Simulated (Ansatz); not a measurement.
InP:
```
CELL_PARAMETERS angstrom
      4.13870     0.00000     0.00000
     -2.06935     3.58422     0.00000
      0.00000     0.00000     9.35244
ATOMIC_POSITIONS crystal
  In 0.00000 0.50000 0.33333
  In 0.50000 0.50000 0.66667
  In 0.50000 0.00000 0.00000
  P  0.00000 0.50000 0.83333
  P  0.50000 0.50000 0.16667
  P  0.50000 0.00000 0.50000
```

Relaxed with r²SCAN. Special points in fractions of this cell's reciprocal vectors: Γ (0.000, 0.000, 0.000); M (0.500, 0.000, 0.000); K (0.333, 0.333, 0.000); A (0.000, 0.000, 0.500); L (0.500, 0.000, 0.500); H (0.333, 0.333, 0.500).

Question: List the band energies nearest the valence-band maximum at these points for plane-wave PAW r²SCAN (Ansatz code).

Answer: In eV from the valence-band maximum; about four levels below and three above (degenerate sets whole), none deeper than 8.9 eV; points with the same levels are listed once.

| k | below | above |
|---|---|---|
| Γ | -0.51 -0.51 -0.33 0.00 | 0.41 2.46 2.46 |
| M | -2.05 -1.68 -1.44 -1.28 | 1.30 1.56 2.35 |
| K | -3.03 -3.03 -2.10 -1.44 -1.44 | 0.91 2.68 2.68 |
| A | -0.50 -0.43 -0.43 -0.11 | 2.08 2.08 2.35 |
| L | -1.88 -1.85 -1.69 -1.44 | 1.40 2.09 2.84 |
| H | -3.24 -3.24 -1.82 -1.08 | 2.69 2.86 2.86 |

Space group P6_422. The start of the workflow was typed in or built on a structure type; neither database checked (COD, Materials Project) lists it. It is not the phase usual at ambient conditions (space group No. 216). Symmetry was held in the r²SCAN relaxation; whether a distortion lowers the energy is not shown. Spin–orbit coupling is left out wherever it is not named.

Potentials: the earlier of the program's two PAW sets.
